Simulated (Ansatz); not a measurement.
PbO:
```xyz
4
Lattice="3.9842 0.0000 0.0000 0.0000 3.9842 0.0000 0.0000 0.0000 5.1198" Properties=species:S:1:pos:R:3 pbc="T T T"
Pb     1.9921     0.0000     1.1848
Pb     0.0000     1.9921     3.9350
O      1.9921     1.9921     0.0000
O      0.0000     0.0000     0.0000
```

Relaxed with r²SCAN+D4.

### Question
Map the valence electron density (e/Å³), cut off at 2 on the plane through (0.500, 0.000, 0.231) spanned by u = [1, 0, 0] and v = [0, 0, 1] in lattice vectors, from r²SCAN+D4 (plane waves, PAW; program Ansatz).

### Answer
x is the fraction of u, y of v (the angle between them is 90°; rows are the nearest grid lines); atoms in the plane: Pb at (0.00, 0.00), O at (0.50, 0.77).
```
|@@@@#-.       .-#@@@@|
|@@@@*:.........:*@@@@|
|@@@@=:.::---::.:=@@@@|
|@@@*-::-+%@%+-::-*@@@|
|-::...-%@@@@@%-...::-|
|..  ..-@@@@@@@-..  ..|
|     .-%@@@@@%-.     |
|     .:+@@@@@+:.     |
|      .-+%@%+-.      |
|       .:---:.       |
|        .....        |
|                     |
|                     |
|                     |
|                     |
|                     |
|                     |
|                     |
|....             ....|
|--:..           ..:--|
|@@@*-.         .-*@@@|
|@@@@+:.       .:+@@@@|
|@@@@#-.       .-#@@@@|
|@@@@#-.       .-#@@@@|
```
Scale: ten equal steps from 0.014 (start of ' ') to 2.00 (end of '@'), in the order ' .:-=+*#%@'; x runs from 0.000 to 1.00, y from 0.000 (bottom) to 1.00 (top).

The density is the valence pseudo-density with augmentation charge, so density and ELF within about 1 Å of a nucleus are not all-electron values.

Space group P4/nmm. Symmetry was held in the r²SCAN+D4 relaxation; of distortions, only those at the zone centre were tested. Scalar-relativistic: spin–orbit coupling is off unless named, which matters more the heavier the elements.

Potentials: the later of the program's two PAW sets.
